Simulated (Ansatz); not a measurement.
Molecular dynamics on a 2×2×2 supercell (24 atoms) of Ba2C (antifluorite), relaxed with r2SCAN. Forces come from r2SCAN in Ansatz: constant energy and volume (NVE), velocities drawn at 450 K, steps of 1.5 fs. Spin polarisation is off, nuclei are classical, and the run is far too short for thermal averages. The structure comes from a prototype and may be hypothetical.

```yaml
crystal:
  lattice:
    - [0.0, 7.0132980148, 7.0132980148]
    - [7.0132980148, 0.0, 7.0132980148]
    - [7.0132980148, 7.0132980148, 0.0]
  atoms:
    - { symbol: C, position: [0.0, 0.0, 0.0] }
    - { symbol: Ba, position: [0.125, 0.125, 0.125] }
    - { symbol: Ba, position: [0.375, 0.375, 0.375] }
    - { symbol: C, position: [0.0, 0.0, 0.5] }
    - { symbol: Ba, position: [0.125, 0.125, 0.625] }
    - { symbol: Ba, position: [0.375, 0.375, 0.875] }
    - { symbol: C, position: [0.0, 0.5, 0.0] }
    - { symbol: Ba, position: [0.125, 0.625, 0.125] }
    - { symbol: Ba, position: [0.375, 0.875, 0.375] }
    - { symbol: C, position: [0.0, 0.5, 0.5] }
    - { symbol: Ba, position: [0.125, 0.625, 0.625] }
    - { symbol: Ba, position: [0.375, 0.875, 0.875] }
    - { symbol: C, position: [0.5, 0.0, 0.0] }
    - { symbol: Ba, position: [0.625, 0.125, 0.125] }
    - { symbol: Ba, position: [0.875, 0.375, 0.375] }
    - { symbol: C, position: [0.5, 0.0, 0.5] }
    - { symbol: Ba, position: [0.625, 0.125, 0.625] }
    - { symbol: Ba, position: [0.875, 0.375, 0.875] }
    - { symbol: C, position: [0.5, 0.5, 0.0] }
    - { symbol: Ba, position: [0.625, 0.625, 0.125] }
    - { symbol: Ba, position: [0.875, 0.875, 0.375] }
    - { symbol: C, position: [0.5, 0.5, 0.5] }
    - { symbol: Ba, position: [0.625, 0.625, 0.625] }
    - { symbol: Ba, position: [0.875, 0.875, 0.875] }
kpoints:
  mp_grid: { grid: [2, 2, 2] }
hamiltonian:
  xc: r2scan
scf:
  occupations: { method: fermi_dirac, width: 0.039 }
md:
  ensemble: nve
  temperature: 450
  timestep: 1.5
  n_steps: 20
  initial_velocities: maxwell_boltzmann
  seed: 7567
```

Run as `ansatz run input.yaml --threads 4 --pin off --max-ram 3686MiB --backend cpu --events-out ev --progress --plain --runs-dir out`. It ended after 7.6 min on 4 threads of Arm Neoverse N1, on a shared host; peak host memory 3.2 GiB.

```tsv
step	t (fs)	T (K)	free energy F from step 0 (meV/atom)	kinetic energy (meV/atom)	largest force (eV/Å)
0	0	450	0.0	55.7	0.00
1	1.5	450	0.1	55.7	0.03
2	3	448	0.2	55.5	0.06
3	4.5	446	0.5	55.2	0.09
4	6	443	0.9	54.8	0.12
5	7.5	439	1.4	54.3	0.15
6	9	434	2.0	53.8	0.18
7	10.5	428	2.7	53.1	0.20
8	12	422	3.4	52.3	0.23
```

The temperature goes from 450 K to 422 K in 12 fs. The conserved energy stays within 0.00 meV an atom. By the last step the atoms have moved 0.06 Å in the root mean square, the drift of the whole cell taken out, 0.13 Å at most. The job's limit cut the run after 8 of 20 steps.

Positions (Å) and forces (eV/Å) at step 8:
```
C    0.001  -0.072  -0.013    -0.098   0.138  -0.049
Ba   1.735   1.753   1.746     0.077  -0.016   0.031
Ba   5.247   5.261   5.251     0.025   0.000  -0.014
C    3.597   3.486   0.036    -0.167  -0.013  -0.097
Ba   5.245   5.234   1.716     0.099   0.077   0.125
Ba   8.812   8.753   5.253    -0.093   0.040  -0.038
C    3.530  -0.051   3.446    -0.019   0.178   0.143
Ba   5.286   1.751   5.304    -0.038  -0.031  -0.110
Ba   8.797   5.290   8.741    -0.036  -0.098   0.054
C    7.031   3.446   3.493     0.011   0.040   0.136
Ba   8.747   5.258   5.252     0.044  -0.039  -0.063
Ba  12.232   8.767   8.774     0.135  -0.006   0.042
C    0.126   3.552   3.469    -0.156  -0.122   0.106
Ba   1.754   5.262   5.256    -0.030  -0.035  -0.071
Ba   5.275   8.795   8.802    -0.050  -0.159  -0.033
C    3.561   7.047   3.450    -0.047   0.088   0.111
Ba   5.236   8.769   5.277     0.158  -0.034  -0.015
Ba   8.749  12.259   8.736     0.080   0.017   0.067
C    3.445   3.519   7.002     0.117  -0.089   0.000
Ba   5.286   5.262   8.772     0.000  -0.010  -0.021
Ba   8.746   8.774  12.270     0.084  -0.052  -0.034
C    7.031   6.904   6.997    -0.076   0.145  -0.072
Ba   8.787   8.762   8.775    -0.079   0.008  -0.047
Ba  12.256  12.283  12.304     0.059  -0.027  -0.151
```
